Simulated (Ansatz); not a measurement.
**Guessed and relaxed cells of BiP**

The guess for BiP was made by a generator: close-packed anion layers stacked AB, with sites between them filled layer by layer (P6_3mc, No. 186) (elements of the layers in order: P P). Lengths were set from tabulated atomic sizes, so they are only a guess.

start.cif

```cif
data_structure
_symmetry_space_group_name_H-M 'P6_3mc'
_symmetry_Int_Tables_number 186
_cell_length_a 3.6021
_cell_length_b 3.6021
_cell_length_c 5.9266
_cell_angle_alpha 90.000
_cell_angle_beta 90.000
_cell_angle_gamma 120.000
_cell_volume 66.59
loop_
_atom_site_label
_atom_site_type_symbol
_atom_site_symmetry_multiplicity
_atom_site_Wyckoff_symbol
_atom_site_fract_x
_atom_site_fract_y
_atom_site_fract_z
_atom_site_occupancy
Bi1 Bi 2 b 0.33333 0.66667 0.37313 1
P1 P 2 b 0.33333 0.66667 0.00000 1
```

Method: Ansatz 0.2.0, DFT PBE, scalar-relativistic, plane waves, PAW. Cutoff 420 eV, Gaussian smearing, Γ-centred meshes. Cell and atoms relax first on a coarse mesh and then on a converged one. In between, the cell is made exact in the group found at 0.06 Å. The steps can't lower the symmetry of their start. No spin polarisation.

end.cif

```cif
data_structure
_symmetry_space_group_name_H-M 'P6_3mc'
_symmetry_Int_Tables_number 186
_cell_length_a 4.9051
_cell_length_b 4.9051
_cell_length_c 6.1734
_cell_angle_alpha 90.000
_cell_angle_beta 90.000
_cell_angle_gamma 120.000
_cell_volume 128.63
loop_
_atom_site_label
_atom_site_type_symbol
_atom_site_symmetry_multiplicity
_atom_site_Wyckoff_symbol
_atom_site_fract_x
_atom_site_fract_y
_atom_site_fract_z
_atom_site_occupancy
Bi1 Bi 2 b 0.33333 0.66667 0.40577 1
P1 P 2 b 0.33333 0.66667 0.96737 1
```

The symmetry stays P6_3mc (No. 186). The end has the wurtzite type. The volume per atom grows by 93.2 %, from 16.6 to 32.2 Å³. The shortest distance goes from 2.21 Å (Bi–P) to 2.71 Å (Bi–P). The ratio c/a of the conventional cell changes by a factor of 0.76. The energy falls by about 3.9 eV/atom (the start's value is from the coarse mesh).

```yaml
Volume_per_atom: 32.16 Å³
Density: 6.20 g/cm³
Formation_energy: +0.186 eV/atom
Gap_on_the_12×12×6_mesh_of_the_4-atom_cell: 0.19 eV
```

Formation energies are uncorrected and refer to the elements' standard structures at the same level. The references include black phosphorus. The separate elements lie lower, so it is unstable against them.

The last run used Gaussian smearing of 0.02 eV. Spin–orbit coupling, which can matter for Bi, is left out. The reference form of P is held partly by dispersion forces, which this level lacks. Small gaps are read on the mesh alone, and bands can cross between its points. A structure relaxed within its symmetry needn't be a true minimum. In all, the 3 runs took 3.2 min on 1 thread of Arm Neoverse V1, with other jobs on the host.
